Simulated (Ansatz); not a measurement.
PtGe (MnP type, space group Pnma)

```
PtGe
1.0
    5.81870     0.00000     0.00000
    0.00000     3.75708     0.00000
    0.00000     0.00000     6.17516
Pt Ge
4 4
Cartesian
  5.80581   0.93927   1.18806
  2.89646   0.93927   1.89952
  0.01289   2.81781   4.98710
  2.92224   2.81781   4.27564
  1.08422   0.93927   3.63375
  3.99357   0.93927   5.62899
  4.73448   2.81781   2.54141
  1.82513   2.81781   0.54617
```

The slice is a (100) plane (indices of the conventional cell) through the point (0.186, 0.250, 0.588) (fractional), spanned by u = [010] and v = [001] in vectors of this cell: u (3.76 Å) and v (6.18 Å, at 90° to u). It covers one period; positions are fractions (u, v).

Calculation: PBE (plane waves to 420 eV, PAW, scalar-relativistic; Ansatz, a quantum-chemistry and plane-wave program). k mesh 8×12×8. Near the nuclei the fields are pseudised (PAW); where an atom keeps semicore shells as valence, they peak there. PtGe is run without spin polarisation. PtGe was relaxed with its symmetry unable to fall. Spin-orbit coupling is left out, though Pt is heavy.

### Question
Sketch the electrostatic potential energy of an electron, from the cell's mean on this plane as a map.

### Answer
```
|xxxxx -*%@%%*- xxxx|
|xxxxx =#%@@%#= xxxx|
|xxxxx.+#%@@%#+.xxxx|
|xxxx =*%@@@@%*= xxx|
|xx .=*#%@@@@%#*=. x|
|.:-+*#%@@@@@@%#*+-:|
|=++*#%@@@@@@@@%#*++|
|++*#%%@@@%%@@@%%#*+|
|==+*#%%%%##%%%%#*+=|
|::=+*###****###*+=:|
|  :=+**+----++*+=: |
|  .-==-:    :-==-. |
|   :--. xxxx .--:  |
|  .--: xxxxxx :--. |
|::---. xxxxxx .---:|
|====-. xxxxxx .-===|
|****=: xxxxxx :=***|
|%%##+- xxxxxx -+##%|
|@@%%*=: xxxx :=*%%@|
|@@@%#*=.    .=*#%@@|
|@@@@%#+-.  .-+#%@@@|
|@@@@%#+-.  .-+#%@@@|
|@@@%%*+:    :+*%%@@|
|%%%%#*=:    :=*#%%%|
|***#**=.    .=**#**|
|.:-=++=:    :=++=-:|
|xx .-==-.  .-==-  x|
|xxxx -==-::-==- xxx|
|xxxxx.=++++++=.xxxx|
|xxxxx -+****+- xxxx|
|xxxxx :*#%%#*: xxxx|
|xxxxxx:*%%%%*:xxxxx|
```
Scale: ten equal steps from 4.00 (start of ' ') to 12.08 (end of '@'), in the order ' .:-=+*#%@'. Values: electrostatic potential energy of an electron, from the cell's mean, in eV. The map has 19 points along u (one character each, u = 0 at the left) and 32 along v (v = 0 in the bottom row). Points within 1 Å of a nucleus are blanked (x), as the pseudised field means little there. Values under 4 eV are set to 4. The zero, the cell's mean, hangs on the PAW cores.
